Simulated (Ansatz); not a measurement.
SnO$_{2}$: an elastic constant from a strain scan

Method: DFT r2SCAN, scalar-relativistic, plane waves, PAW in Ansatz 0.2.0. Settings: plane waves to 500 eV, k-mesh 10×10×10 (Γ-centred), Gaussian smearing 0.05 eV. No spin polarisation. Energies are free energies at this smearing, counted from the undisturbed cell; pressure is positive in compression.

Zero of the scan (relaxed at this level; this form isn't the usual structure):

```yaml
crystal:
  lattice:
    - [-1.99954, 1.99954, 5.10209]
    - [1.99954, -1.99954, 5.10209]
    - [1.99954, 1.99954, -5.10209]
  atoms:
    - { symbol: Sn, position: [0.75000, 0.25000, 0.50000] }
    - { symbol: Sn, position: [0.00000, 0.00000, 0.00000] }
    - { symbol: O, position: [0.79637, 0.79637, 0.00000] }
    - { symbol: O, position: [0.95363, 0.45363, 0.50000] }
    - { symbol: O, position: [0.20363, 0.20363, 0.00000] }
    - { symbol: O, position: [0.54637, 0.04637, 0.50000] }
```

The cell is strained by ε times the Voigt pattern (0, 1, 0, 0, 0, 0) (xx, yy, zz, yz, xz, xy; engineering shear) with fractional coordinates fixed. The cell holds 6 atoms in V0 = 81.60 Å³. The stress column is τ = (1/V0) dE/dε, got from the stress tensor σ (compression positive) at each point as −det(1 + εP) σ : P(1 + εP)⁻¹, with P the pattern as a tensor.

```csv
ε,ΔE (meV/atom),τ (GPa)
-0.1000,230.558,-64.529
-0.0750,118.186,-42.247
-0.0500,47.967,-24.635
-0.0250,10.977,-10.795
0.0000,0.000,-0.009
0.0250,9.196,8.306
0.0500,33.838,14.619
0.0750,70.100,19.316
0.0875,91.599,21.159
0.1000,?,?
```

Question: Which combination of elastic constants does this scan measure, and how large is it?

Answer: For small ε, τ = τ0 + Kε with K = pᵀCp, which for this pattern is C22 in the Cartesian frame shown. The parabola through τ at ε = -0.0250, 0 and 0.0250 has slope K = 382 GPa at zero. The energies per cell, E = NΔE, of the same two points give K = 2[E(ε₊)/ε₊ − E(ε₋)/ε₋]/[(ε₊ − ε₋)V0] = 380 GPa, in agreement. These are clamped-ion values.

Question: Predict the withheld row at ε = 0.1000 from the harmonic law, and compare.

Answer: ΔE = V0(τ0 ε + Kε²/2)/N = 162.053 meV/atom and τ = 38.19 GPa. The calculation gives 114.897 meV/atom and 22.71 GPa: the energy lies 29 % below the harmonic value, as bonds soften when stretched.

Forces appear on the atoms along this scan, and letting them relax would lower the energy and soften the response.